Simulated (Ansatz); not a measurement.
An Ansatz input and the part of its output that reports the observables at the nuclei.

The cell is an entry of the Crystallography Open Database (COD), relaxed with PBE at fixed cell and then changed (z stretched by 1 %, ions relaxed).

```yaml
crystal:
  lattice:
    - [3.2899984505, 0.0, 0.0]
    - [-1.6449992252, 2.8492222365, 0.0]
    - [0.0, 0.0, 13.0997]
  atoms:
    - { symbol: W, position: [0.3333333333, 0.6666666667, 0.25], spin: 2.0 }
    - { symbol: W, position: [0.6666666667, 0.3333333333, 0.75], spin: 2.0 }
    - { symbol: Se, position: [0.3333333333, 0.6666666667, 0.6202867003] }
    - { symbol: Se, position: [0.6666666667, 0.3333333333, 0.1202867003] }
    - { symbol: Se, position: [0.3333333333, 0.6666666667, 0.8797132997] }
    - { symbol: Se, position: [0.6666666667, 0.3333333333, 0.3797132997] }
magnetization:
  spin_polarized: true
kpoints:
  mp_grid: { grid: [15, 15, 4] }
scf:
  occupations: { method: fermi_dirac, width: 0.02 }
hamiltonian:
  xc: pbe
  pseudopotentials: { kind: paw }
output:
  forces: true
  stress: true
  populations: true
  efg: { contact_densities: true }
  write_density: true
  write_potential: true
  elf: true
  volumetric_format: npy
relax:
  f_tol: 0.02
  max_steps: 60
```

```sh
ansatz run input.yaml --threads 1 --pin off --max-ram 3072MiB --backend cpu --events-out ev --progress --plain --runs-dir out
```

The run relaxes the ions first, and the block belongs to the relaxed positions.

Of the output, the block on the nuclei alone is shown; the set-up, the SCF iterations, energies, forces and stress are cut.

```
--- PAW observables at the nuclei: V_zz in 10²¹ V/m², potentials from the cell's mean, atoms counted from 1 ---
  atom   1  W  V_zz =   -16.367275   η = 0.0000   by run symmetry: allowed
            electrostatic potential = -14806.857353 V   contact ρ = 8821967.903022 e/Å³   contact ρ_s (e/Å³): all electrons -0.000006, valence +0.000000
  atom   2  W  V_zz =   -16.367275   η = 0.0000   by run symmetry: allowed
            electrostatic potential = -14806.857353 V   contact ρ = 8821967.903022 e/Å³   contact ρ_s (e/Å³): all electrons -0.000006, valence +0.000000
  atom   3  Se V_zz =    -7.325443   η = 0.0000   by run symmetry: allowed
            electrostatic potential = -4715.521180 V   contact ρ = 262886.731438 e/Å³   contact ρ_s (e/Å³): all electrons +0.000000, valence +0.000000
  atom   4  Se V_zz =    -7.325443   η = 0.0000   by run symmetry: allowed
            electrostatic potential = -4715.521180 V   contact ρ = 262886.731438 e/Å³   contact ρ_s (e/Å³): all electrons +0.000000, valence +0.000000
  atom   5  Se V_zz =    -7.325443   η = 0.0000   by run symmetry: allowed
            electrostatic potential = -4715.521180 V   contact ρ = 262886.731438 e/Å³   contact ρ_s (e/Å³): all electrons +0.000000, valence +0.000000
  atom   6  Se V_zz =    -7.325443   η = 0.0000   by run symmetry: allowed
            electrostatic potential = -4715.521180 V   contact ρ = 262886.731438 e/Å³   contact ρ_s (e/Å³): all electrons +0.000000, valence +0.000000
```

The relaxation (3 steps) took 2.2 min of wall time (2.2 min of CPU time) and 1.2 GiB at its peak, on 1 thread of Intel Xeon 6975P-C (Granite Rapids) (x86_64; 16 cores open to the job, memory cap 3.0 GiB, no GPU), a shared host with a load of 0.4 a core.

Without spin–orbit coupling the gradients at and beside W can be off by some per cent, at some sites by more. The start moments die out, and the run ends without spin.
